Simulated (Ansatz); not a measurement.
A relaxed structure of AlN. Space group Fm-3m (No. 225), rock salt type. Computed with PBEsol (plane waves to 420 eV, PAW, scalar-relativistic; Ansatz, a first-principles code).

```cif
data_Al4N4
_chemical_formula_sum 'Al4 N4'
_space_group_name_H-M_alt 'Fm-3m'
_space_group_IT_number 225
_space_group_name_Hall '-F 4 2 3'
_cell_length_a 4.04531
_cell_length_b 4.04531
_cell_length_c 4.04531
_cell_angle_alpha 90.000
_cell_angle_beta 90.000
_cell_angle_gamma 90.000
loop_
_atom_site_label
_atom_site_type_symbol
_atom_site_symmetry_multiplicity
_atom_site_Wyckoff_symbol
_atom_site_fract_x
_atom_site_fract_y
_atom_site_fract_z
_atom_site_occupancy
Al1 Al 4 a 0.00000 0.00000 0.00000 1
N1 N 4 b 0.50000 0.50000 0.50000 1
```
(The calculation used a cell of 2 atoms; values per cell refer to that cell.)

Question: Estimate the band gap that PBEsol returns for this input.

Answer: 4.55 eV, indirect (valence top at Γ, conduction bottom at X) (no spin-orbit coupling).

Question: Predict the smallest direct gap from PBEsol.

Answer: 5.63 eV at Γ.

No spin polarisation in the result.

The run could not lose the symmetry of its start; a randomly shaken copy of 4 atoms returns to this structure.

The relaxed structure has the type that AlN is known to take under pressure; here it was relaxed at zero pressure, from a generated start.
